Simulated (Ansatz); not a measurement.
Ti₃O:
Space group P-31c (No. 163); a = b = 5.1330 Å, c = 9.4662 Å, α = β = 90.00°, γ = 120.00°

```json
[
 {"atom": "Ti", "site": "12i", "symmetry": "1", "x": "0.3339", "y": "0.0065", "z": "0.1173"},
 {"atom": "O", "site": "2d", "symmetry": "3.2", "x": "0.6667", "y": "0.3333", "z": "0.2500"},
 {"atom": "O", "site": "2a", "symmetry": "3.2", "x": "0.0000", "y": "0.0000", "z": "0.2500"}
]
```

Relaxed at zero pressure with r²SCAN in the plane-wave PAW code Ansatz.

Task: The volume is lowered by 3 % and shape and atoms relax at that volume. What pressure results, and how do the axes share the change?

Result: 5.4 GPa; a -1.1 %, b -1.1 %, c -0.9 %; the energy rises by 7 meV/atom.

Task: Give the new structure.

Result: 
Space group P-31c (No. 163); a = 5.079 Å, b = 5.079 Å, c = 9.379 Å, α = 90.00°, β = 90.00°, γ = 120.00°

| atom | site | symmetry | x | y | z |
|---|---|---|---|---|---|
| Ti | 12i | 1 | 0.3338 | 0.0052 | 0.1171 |
| O | 2d | 3.2 | 0.6667 | 0.3333 | 0.2500 |
| O | 2a | 3.2 | 0.0000 | 0.0000 | 0.2500 |

The phase is kept; no other phase was compared at this pressure.

The workflow started from a Materials Project entry (that database holds measured and hypothetical structures alike); the Crystallography Open Database files this formula in space group No. 163, but the cells were not matched. Whether it is the stable phase at ambient conditions was not checked. The r²SCAN relaxation kept the symmetry of its start; its stability against distortions is not shown here. The run is not spin-polarised.

Potentials: the later of the program's two PAW sets.
